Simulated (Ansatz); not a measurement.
Mo2CN in space group Pmm2 (No. 25; Mo on 1d, Mo on 1c, C on 1a, N on 1b), PBE (plane waves, PAW; program Ansatz), all energies at zero smearing, with the estimated change up to a 700 eV cutoff added, with one set of potentials and settings (totals compare only within such a set). Cell of 4 atoms (2 Mo, 1 C, 1 N): -10548.181 eV.

| element | reference phase | E (eV/atom) |
|---|---|---|
| Mo | Im-3m, 1 atoms in the cell | -4956.0212 |
| C | P6_3/mmc, 4 atoms in the cell | -250.9479 |
| N | Pa-3, 8 atoms in the cell | -384.0325 |

Formation energy per atom, worked out: (-10548.181 − 2×(-4956.0212) − 1×(-250.9479) − 1×(-384.0325))/4 = -0.290 eV/atom (-28 kJ per mol of atoms), at 0 K, without zero-point energy or fitted corrections.

The first step of the workflow began from a Materials Project structure, measured or hypothetical; the Crystallography Open Database copy checked does not list it. Whether it is the stable phase at ambient conditions was not checked. The PBE relaxation kept the symmetry of its start; whether a distortion lowers the energy is not shown. The run is not spin-polarised. The references are the lowest solids computed at this level, not always the standard phases (solids in place of the gases).

Potentials: the later of the program's two PAW sets.
